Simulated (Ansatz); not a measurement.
Relaxation of a generated trial cell of CrB4 in the AFLOW prototype AB4_tI10_87_a_h (D1_a, as in Ni4Mo); 5 atoms in the cell, which starts as I4/m (No. 87), tI10; a = b = 4.8998 Å, c = 3.0529 Å, α = β = γ = 90.00°. Level of theory: PBE (plane waves to 420 eV, PAW, scalar-relativistic; Ansatz, a program for electronic structure). Γ-centred k-mesh 9×9×9 on the run's cell (coarser than for final values), Fermi–Dirac smearing 0.05 eV. This is the first round of the run. Spin-polarised start, with parallel moments on Cr.

The optimiser's lines from the output (shortened; P is positive under compression):

```
relax step   1: F+E_penalty+E_count = -3998.04310874 eV  Δ(F+E_penalty+E_count) = +0.000e0 eV  max|allowed force component| = 7.899e-1 eV/Å  Δτ_max = 0.0000 Å  P = -13.170 GPa  Ω = 36.647 Å³  (16 SCF iters, dr2 threshold 1.00e-7 eV, accepted)
relax step   2: F+E_penalty+E_count = -3998.64938023 eV  Δ(F+E_penalty+E_count) = -6.063e-1 eV  max|allowed force component| = 8.281e-1 eV/Å  Δτ_max = 0.0365 Å  P = -8.392 GPa  Ω = 35.692 Å³  (9 SCF iters, dr2 threshold 5.00e-7 eV, accepted)
relax step   3: F+E_penalty+E_count = -3999.12730625 eV  Δ(F+E_penalty+E_count) = -4.779e-1 eV  max|allowed force component| = 4.678e-1 eV/Å  Δτ_max = 0.0631 Å  P = -0.414 GPa  Ω = 34.480 Å³  (9 SCF iters, dr2 threshold 5.00e-7 eV, accepted)
relax step   4: F+E_penalty+E_count = -3999.25430773 eV  Δ(F+E_penalty+E_count) = -1.270e-1 eV  max|allowed force component| = 1.385e-1 eV/Å  Δτ_max = 0.0662 Å  P = +0.249 GPa  Ω = 34.435 Å³  (9 SCF iters, dr2 threshold 5.00e-7 eV, accepted)
relax step   5: F+E_penalty+E_count = -3999.26874885 eV  Δ(F+E_penalty+E_count) = -1.444e-2 eV  max|allowed force component| = 1.699e-1 eV/Å  Δτ_max = 0.0121 Å  P = +1.294 GPa  Ω = 34.312 Å³  (9 SCF iters, dr2 threshold 5.00e-7 eV, accepted)
relax step   6: F+E_penalty+E_count = -3999.28273874 eV  Δ(F+E_penalty+E_count) = -1.399e-2 eV  max|allowed force component| = 1.518e-1 eV/Å  Δτ_max = 0.0190 Å  P = +0.369 GPa  Ω = 34.358 Å³  (8 SCF iters, dr2 threshold 5.00e-7 eV, accepted)
relax step   7: F+E_penalty+E_count = -3998.81352823 eV  Δ(F+E_penalty+E_count) = +4.692e-1 eV  max|allowed force component| = 2.271e0 eV/Å  Δτ_max = 0.1991 Å  P = +17.122 GPa  Ω = 33.946 Å³  (10 SCF iters, dr2 threshold 5.00e-7 eV, rejected (line search))
relax step   8: F+E_penalty+E_count = -3999.28518436 eV  Δ(F+E_penalty+E_count) = -2.446e-3 eV  max|allowed force component| = 2.326e-1 eV/Å  Δτ_max = 0.0249 Å  P = -5.615 GPa  Ω = 35.008 Å³  (14 SCF iters, accepted)
relax step   9: F+E_penalty+E_count = -3999.32147018 eV  Δ(F+E_penalty+E_count) = -3.629e-2 eV  max|allowed force component| = 6.596e-2 eV/Å  Δτ_max = 0.0421 Å  P = -2.016 GPa  Ω = 34.660 Å³  (11 SCF iters, dr2 threshold 5.00e-7 eV, accepted)
relax step  10: F+E_penalty+E_count = -3999.32146414 eV  Δ(F+E_penalty+E_count) = +6.040e-6 eV  max|allowed force component| = 1.240e-1 eV/Å  Δτ_max = 0.0327 Å  P = +1.116 GPa  Ω = 34.447 Å³  (11 SCF iters, dr2 threshold 5.00e-7 eV, rejected (line search))
relax step  11: F+E_penalty+E_count = -3999.32595521 eV  Δ(F+E_penalty+E_count) = -4.485e-3 eV  max|allowed force component| = 3.607e-2 eV/Å  Δτ_max = 0.0067 Å  P = -0.785 GPa  Ω = 34.536 Å³  (11 SCF iters, accepted)
relax step  12: F+E_penalty+E_count = -3999.32712900 eV  Δ(F+E_penalty+E_count) = -1.174e-3 eV  max|allowed force component| = 7.308e-4 eV/Å  Δτ_max = 0.0072 Å  P = -0.021 GPa  Ω = 34.476 Å³  (8 SCF iters, dr2 threshold 5.00e-7 eV, accepted)
relax step  13: F+E_penalty+E_count = -3999.32713632 eV  Δ(F+E_penalty+E_count) = -7.326e-6 eV  max|allowed force component| = 1.245e-3 eV/Å  Δτ_max = 0.0001 Å  P = -0.001 GPa  Ω = 34.473 Å³  (6 SCF iters, dr2 threshold 2.01e-8 eV, accepted)
relax step  14: F+E_penalty+E_count = -3999.32713552 eV  Δ(F+E_penalty+E_count) = +8.011e-7 eV  max|allowed force component| = 3.164e-5 eV/Å  Δτ_max = 0.0001 Å  P = -0.000 GPa  Ω = 34.473 Å³  (7 SCF iters, dr2 threshold 1.52e-9 eV, accepted)
relax step  15: F+E_penalty+E_count = -3999.32820880 eV  Δ(F+E_penalty+E_count) = -1.073e-3 eV  max|allowed force component| = 6.598e-4 eV/Å  Δτ_max = 0.0000 Å  P = +0.005 GPa  Ω = 34.473 Å³  stress off target by 2.11e-1 GPa  SCF on the basis re-selected at this cell (its energy is not comparable with the rows above)  (11 SCF iters)
relax step  16: F+E_penalty+E_count = -3999.32822514 eV  Δ(F+E_penalty+E_count) = -1.635e-5 eV  max|allowed force component| = 1.260e-4 eV/Å  Δτ_max = 0.0004 Å  P = +0.014 GPa  Ω = 34.474 Å³  (7 SCF iters, dr2 threshold 1.12e-7 eV, accepted)
relax step  17: F+E_penalty+E_count = -3999.32823399 eV  Δ(F+E_penalty+E_count) = -8.849e-6 eV  max|allowed force component| = 8.179e-5 eV/Å  Δτ_max = 0.0000 Å  P = +0.014 GPa  Ω = 34.474 Å³  stress off target by 1.67e-2 GPa  SCF on the basis re-selected at this cell (its energy is not comparable with the rows above)  (7 SCF iters)
```

From the first to the last row the energy changes by -0.26 eV/atom and the volume by -5.9 %. The last row is marked as not comparable with the walk above it, whose basis was carried along; it does compare with step 1, since both stand on a basis selected at the nominal cutoff for their own cell.

Steps 7, 10 were rejected by the optimiser.

Later rounds, restarted from the end of this one on a renewed k-mesh, logged 14 more steps and released under 0.01 eV/atom more. The final structure after all rounds: I4/m (No. 87), tI10, AFLOW prototype AB4_tI10_87_a_h (D1_a, as in Ni4Mo); a = 5.087 Å, b = 5.087 Å, c = 2.664 Å, α = 90.00°, β = 90.00°, γ = 90.00°. Between re-selections the logged energies stand on a plane-wave basis carried along with the cell. No spin polarisation in the result: the starting moments vanished. A magnetic state may lie lower.

The run could not lose the symmetry of its start, so the end can be a saddle point.

The relaxed structure here is a generated cell of CrB4: the first start was made by placing the elements on the sites of a structure type, and the end was not matched to a known phase here, so it may be hypothetical.
